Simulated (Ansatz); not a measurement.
A trial cell of Hf was relaxed with PBE (plane waves to 420 eV, PAW, scalar-relativistic; Ansatz, a quantum-chemistry and plane-wave program).

Before: P-3m1 (No. 164), hP2; a = 4.441 Å, b = 4.441 Å, c = 2.920 Å, α = 90.00°, β = 90.00°, γ = 120.00°.

After relaxation:

Simulated powder pattern, Fe Kα, λ = 1.93735 Å (kinematic, ideal powder, no thermal factors, no anomalous dispersion; the 24 strongest lines at most, above 1 %, up to 2θ = 90°):

| 2θ (°) | I/Imax (%) |
|---|---|
| 40.86 | 24 |
| 44.94 | 25 |
| 46.90 | 100 |
| 62.35 | 15 |
| 74.41 | 19 |
| 84.32 | 21 |
| 88.56 | 3.3 |

Identify the relaxed structure from its pattern: crystal system, space group and cell.

Hexagonal, P6₃/mmc (No. 194), hP2, hcp (Mg type); a = 3.204 Å, b = 3.204 Å, c = 5.069 Å, α = 90.00°, β = 90.00°, γ = 120.00°. Sites: Hf 2c (0.333, 0.667, 0.250).

Index the strongest lines.

40.86° (1 0 -1 0), 44.94° (0002), 46.90° (1 0 -1 1), 74.41° (1 1 -2 0), 84.32° (1 0 -1 3).

No spin polarisation in the result.

The run could not lose the symmetry of its start.
